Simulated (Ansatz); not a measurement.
A geometry of P away from equilibrium: the start of the relaxation of a relaxed P cell displaced along its unstable phonon at q = (½, 0, 0) of its primitive reciprocal cell (208i cm⁻¹), largest move 0.15 Å. Computed with PBEsol (plane waves to 420 eV, PAW, scalar-relativistic; Ansatz, a quantum-chemistry and plane-wave program). Γ-centred k-mesh 15×15×15 on the run's cell (coarser than for final values), Fermi–Dirac smearing 0.05 eV.

```xyz
2
Lattice="-3.0123 3.0123 3.0123 1.5062 -1.5062 1.5062 1.5062 1.5062 -1.5062" Properties=species:S:1:pos:R:3:forces:R:3 pbc="T T T" free_energy=-1479.101 pressure_GPa=1.3
P      0.1500     0.0000     0.0000    0.4145    0.0000    0.0000
P     -1.6562     1.5062     1.5062   -0.4145    0.0000    0.0000
```

Positions in Å, forces in eV/Å, free energy of the cell in eV (comparable only within this code, potentials and settings). Largest force: 0.41 eV/Å, on P1, P2 (atoms numbered as listed); the geometry lies 0.51 eV/atom above the end of its relaxation.

No spin polarisation in the result. The relaxed primitive cell holds an odd number of electrons. A magnetic state may lie lower.

The run could not lose the symmetry of its start: the end is stationary, and may be a saddle point rather than a minimum.

The end of the path is a generated cell of P: the first start was made by placing the elements on the sites of a structure type, and the end was not matched to a known phase here, so it may be hypothetical. Known forms of P include space group No. 64.
